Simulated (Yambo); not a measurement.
Yambo run on AgI (zinc blende, space group F-43m, No. 216). The wavefunctions are norm-conserving PBEsol (Quantum ESPRESSO, 82 Ry, no spin-orbit coupling) ones on a 4×4×4 mesh (13 occupied bands); a = b = c = 4.558 Å, α = β = γ = 60.00°.

Yambo input:

```
rim_cut
gw0
dyson
el_el_corr
HF_and_locXC
ppa
em1d
RandQpts= 1000000
RandGvec= 1 Ry
EXXRLvcs= 82 Ry
VXCRLvcs= 328 Ry
Chimod= "HARTREE"
% BndsRnXp
 5 | 30 |
%
NGsBlkXp= 3 Ry
% LongDrXp
 1.0 | 1.0 | 1.0 |
%
PPAPntXp= 27.2114 eV
% GbndRnge
 1 | 30 |
%
GTermKind= "BG"
DysSolver= "n"
ExtendOut
% QPkrange
 1 | 1 | 13 | 14 |
%
```

k points by index: 1 = Γ.

The o-*.qp file then holds:

```
#    K-point    Band    Eo [eV]    E [eV]    E-Eo [eV]    Vxc [eV]    Vnlxc [eV]    Sc|Eo [eV]    Sc|E [eV]    dSc/dw|Eo [eV]    Re(Z)    Im(Z)
#
    1    13    0.000000    -0.486078    -0.486078    -17.20975    -20.66943    2.848938    2.973607    -6.976913    0.795923    -0.001670
    1    14    1.195517    2.056799    0.861282    -9.494649    -5.463862    -2.986710    -3.169505    -5.774258    0.824944    -0.001494
```
(The two width columns are left out.) Convergence of these settings isn't established.

Geometry relaxed with PBEsol.
